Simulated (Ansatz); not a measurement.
Q: Be (hcp (Mg type), P6_3/mmc) is relaxed with PBE (plane waves, PAW; program Ansatz). What lattice parameters of the conventional cell result?

A: a = 2.262 Å, c = 3.566 Å.

The PBE relaxation kept the symmetry of its start. Axis ratios of metals converge slowly with the k-mesh, so a and c are less sure than the volume.

Potentials: the earlier of the program's two PAW sets.
